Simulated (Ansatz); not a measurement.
ZrTiB₄:
```cif
data_B4TiZr
_chemical_formula_sum 'Ti1 B4 Zr1'
_space_group_name_H-M_alt 'P 1'
_space_group_IT_number 1
_cell_length_a 3.10088
_cell_length_b 3.40944
_cell_length_c 5.36847
_cell_angle_alpha 90.000
_cell_angle_beta 90.000
_cell_angle_gamma 90.000
loop_
_space_group_symop_operation_xyz
  'x, y, z'
loop_
_atom_site_label
_atom_site_type_symbol
_atom_site_fract_x
_atom_site_fract_y
_atom_site_fract_z
_atom_site_occupancy
Ti1 Ti 0.00000 0.00000 0.00000 1
B1 B 0.50000 0.50000 0.16120 1
B2 B 0.00000 0.50000 0.32593 1
Zr1 Zr 0.50000 0.00000 0.50000 1
B3 B 0.00000 0.50000 0.67407 1
B4 B 0.50000 0.50000 0.83880 1
```

Relaxed with r²SCAN.

**Question.** Tabulate the valence density and the electron localisation function along the shortest B–Zr contact (2.49 Å), the program Ansatz at the r²SCAN level (PAW).

**Answer.** 

```csv
distance from B (Å),density (e/Å³),ELF
0.25,0.53,0.02
0.37,0.65,0.15
0.50,0.67,0.36
0.62,0.62,0.53
0.75,0.53,0.61
0.87,0.45,0.59
0.99,0.38,0.47
1.12,0.34,0.29
1.24,0.33,0.17
1.37,0.40,0.16
1.49,0.62,0.29
1.62,1.09,0.54
1.74,1.87,0.73
1.86,2.88,0.78
1.99,3.80,0.75
2.11,4.25,0.61
2.24,4.08,0.34
```

The density is the valence pseudo-density with augmentation charge, so density and ELF within about 1 Å of a nucleus are not all-electron values.

Space group Pmmm. The start of the workflow was typed in or built on a structure type; neither database checked (COD, Materials Project) lists it. Its standing as an ambient phase is unchecked. Symmetry was held in the r²SCAN relaxation; whether a distortion lowers the energy is not shown. The run is not spin-polarised.

Potentials: the earlier of the program's two PAW sets.
